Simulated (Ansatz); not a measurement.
A scan (energy over volume and axial ratio; atoms clamped) gave these values. All values below come from r2SCAN (plane waves to 500 eV, PAW, scalar-relativistic; Ansatz, a quantum-chemistry and plane-wave program).

| Property | Value |
|---|---|
| Modulus against c/a change at fixed volume, (3/4V)·∂²E/∂(ln c/a)² (fit, atoms clamped) | 98 GPa, an upper bound as the atoms could relax |

**Question.** Of these crystals, all scanned alike, which one is it?
A) AlN (wurtzite)
B) Lu (hcp, Mg type)
C) BaTiO₃ (tetragonal-perovskite type, space group P4mm)

**Answer.** C, BaTiO₃ (tetragonal-perovskite type, space group P4mm). The others have, for the modulus against c/a change at fixed volume, (3/4V)·∂²E/∂(ln c/a)²: Lu 38 GPa, AlN 209 GPa

All were relaxed with their symmetry unable to fall. BaTiO3 is run without spin polarisation. Lu is run without spin polarisation. As the atoms are clamped, bonds stretch with the cell, which overstates energies and stresses.

(A scan under strain: stresses follow from slopes of the energy per volume, elastic moduli from its curvatures.)
